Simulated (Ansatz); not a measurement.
Relaxed-ion elastic tensor of NaMgF3 (cubic perovskite, Pm-3m) in GPa (Voigt order), the program Ansatz at the LDA level (PAW); density 3.08 g/cm³, 11.24 Å³ per atom.

```
 181  37.5  37.5   0.0   0.0   0.0
37.5   181  37.5   0.0   0.0   0.0
37.5  37.5   181   0.0   0.0   0.0
 0.0   0.0   0.0  37.7   0.0   0.0
 0.0   0.0   0.0   0.0  37.7   0.0
 0.0   0.0   0.0   0.0   0.0  37.7
```

Question: Is the crystal mechanically stable?

Answer: Yes: the smallest eigenvalue of C is 37.7 GPa.

Question: Work out the Voigt, Reuss and Hill averages.

Answer: K_V = 85.4, K_R = 85.4, K_H = 85.4; G_V = 51.4, G_R = 46.6, G_H = 49.0 GPa.

Question: Give Young's modulus, Poisson's ratio, Pugh's ratio and the universal anisotropy index.

Answer: E = 9KG/(3K + G) = 123 GPa; ν = 0.26; K/G = 1.74 (near the Pugh limit of 1.75, no verdict); A_U = 5G_V/G_R + K_V/K_R − 6 = 0.52.

Question: Estimate the sound speeds and the Debye temperature.

Answer: v_l = √((K + 4G/3)/ρ) = 6990 m/s, v_t = √(G/ρ) = 3990 m/s, mean 4430 m/s; Θ = (h/k)(3n/4πV)^(1/3) v_m = 589 K.

Question: Give the Zener ratio and Young's modulus along [100], [110] and [111].

Answer: A = 2C44/(C11 − C12) = 0.52; 1/E = S11 − 2(S11 − S12 − S44/2)Γ with Γ = 0, 1/4, 1/3 gives 168, 110, 98.6 GPa.

The first step of the workflow began from a Materials Project structure, measured or hypothetical; the Crystallography Open Database copy checked does not list it. COD files the formula under space group No. 62, so this cell is another polymorph or a model. Whether it is the stable phase at ambient conditions was not checked. Symmetry was held in the LDA relaxation. At this level the phase is dynamically unstable (imaginary phonons).

Potentials: the later of the program's two PAW sets.
